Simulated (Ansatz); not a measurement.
This run works on a generated trial structure, not on a known crystal.

Input and command of a plane-wave DFT calculation in Ansatz:

```yaml
crystal:
  lattice:
    - [3.3338549528, 0.0, 0.0]
    - [0.0, 3.3338549528, 0.0]
    - [0.0, 0.0, 6.3086734568]
  atoms:
    - { symbol: Ho, position: [0.5, 0.5, 0.0] }
    - { symbol: Zn, position: [0.0, 0.5, 0.5] }
    - { symbol: Zn, position: [0.5, 0.0, 0.5] }
    - { symbol: O, position: [0.0, 0.0, 0.0] }
basis:
  ecutwfc: 690
kpoints:
  mp_grid: { grid: [14, 14, 8] }
hamiltonian:
  xc: pbe
  pseudopotentials:
    kind: paw
    azcp: { Ho: "pseudopotentials/pbe/nc/lanthanide_3plus/Ho.nc.azcp" }
scf:
  occupations: { method: gaussian, width: 0.1 }
output:
  forces: true
  stress: true
  eigenvalues: true
relax:
  adjacent_minimum: "off"
  f_tol: 0.01
  max_steps: 80
  cell: { stress_tol: 0.05 }
```

```bash
ansatz run input.yaml --threads 1 --pin off --max-ram 2560MiB --backend cpu --events-out ev --progress --plain --runs-dir out
```

Processor: Intel(R) Xeon(R) Processor @ 2.50GHz (Skylake/Cascade Lake), 1 thread, on a host shared with other jobs.

Problem. Estimate time, memory and problem size.

Solution. About 5.6 min, peak memory 0.76 GiB. It solves 25 bands at 180 k points (after reduction by symmetry) with about 2859 plane waves (on the last cell), in 27 SCF iterations over 4 ionic steps.

With its 4f electrons in the core of a norm-conserving potential, the lanthanide is trivalent by construction, without f bands, f moments or other valences.
